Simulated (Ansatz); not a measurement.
Given:

TaAg:
Space group P4/mmm (No. 123); a = 2.8050 Å, b = 2.8050 Å, c = 4.2919 Å, α = 90.00°, β = 90.00°, γ = 90.00°

```csv
atom,site,symmetry,x,y,z
Ag,1a,4/mmm,0.0000,0.0000,0.0000
Ta,1d,4/mmm,0.5000,0.5000,0.5000
```

This is the PBEsol-relaxed structure.

### Question
All from the program Ansatz at the PBEsol level (PAW), unless another level is named. Give the formation energy from the elements (no fitted shifts).

### Answer
0.32 eV/atom.

### Question
What about the density of states at the Fermi level?

### Answer
0.88 states/eV per atom (mean over ±0.08 eV).

The start of the workflow was typed in or built on a structure type; neither database checked (COD, Materials Project) lists it. Whether it is the stable phase at ambient conditions was not checked. The cell was relaxed with PBEsol under the symmetry of its start; whether a distortion lowers the energy is not shown. The run is not spin-polarised. Its formation energy is positive at this level, so the cell may be metastable or incomplete. Axis ratios of metals converge slowly with the k-mesh, so a and c are less sure than the volume. The references are the lowest solids computed at this level, not always the standard phases. Scalar-relativistic: spin–orbit coupling is off unless named, which matters more the heavier the elements.

Potentials: the later of the program's two PAW sets.
